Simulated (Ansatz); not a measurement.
CdTe (zinc blende): generalised stacking-fault energy along a line

Generalised stacking fault of CdTe (zinc blende) on the {111} plane, glide cut. The cell below holds the perfect crystal with the plane normal along z; tilting its third vector by the shift puts one fault into each cell, between planes 0.96 Å apart, at fixed cell height.

```
CdTe
1.0
    4.67967     0.00000     0.00000
    2.33983     4.05271     0.00000
    0.00000     0.00000    11.46280
Te Cd
3 3
Cartesian
  4.67967   2.70181   0.47762
  2.33983   1.35090   4.29855
  4.67967   0.00000   8.11948
  0.00000   0.00000  10.98518
  4.67967   2.70181   3.34332
  2.33983   1.35090   7.16425
```

In-plane vectors a = (4.680, 0.000) Å, b = (2.340, 4.053) Å, area 18.97 Å². The shift is s times the vector a + b (length 8.105 Å), so s = 1 restores the start. Atoms relax along the normal only. γ = [E(shift) − E(0)] / area.

Level of theory: PBE (plane waves to 420 eV, PAW, scalar-relativistic; Ansatz, a quantum-chemistry and plane-wave program). k mesh 7×7×3 (Γ-centred), Fermi-Dirac smearing 0.05 eV. E is the zero-smearing estimate. Stress and pressure are positive under compression. Some relaxations began with atoms very close together and may have settled on another branch. As the smearing reaches across the gap at some points, the k mesh leaves noise in γ, roughly 0.02 J/m² as judged from a few cases. Faults lie only 11.5 Å apart, and holding the cell height raises γ above its relaxed value. CdTe was relaxed with its symmetry unable to fall. Spin-orbit coupling is left out, though Te is heavy. γ is measured from zero shift.

```tsv
s	γ (J/m²)	σ normal to the fault (GPa)
0.000	0.00	0.0
0.083	0.78	3.2
0.167	1.77	7.1
0.250	2.28	8.5
0.333	2.45	8.8
0.417	2.28	8.6
0.500	1.77	7.1
0.583	0.79	3.2
0.667	0.01	0.1
0.750	0.32	1.3
0.833	0.49	2.2
0.917	0.32	1.3
```

Key numbers:

| Item | Result |
|---|---|
| Highest computed γ on the line | 2.45 J/m² |
| Position of the highest point | s = 0.333 |
| Local minima between the ends | s = 0.667 |
| γ at the intrinsic stacking fault, s = 0.667 | 0.01 J/m² |
| Lower barrier from zero shift into that minimum (unstable fault energy, highest computed point) | 0.49 J/m² |
| Steepest slope dγ/d(shift) before the first maximum (spline) | 16 GPa |

(The slope of γ gives the shear force per area between the displaced halves; near zero shift its curvature is an elastic stiffness.)
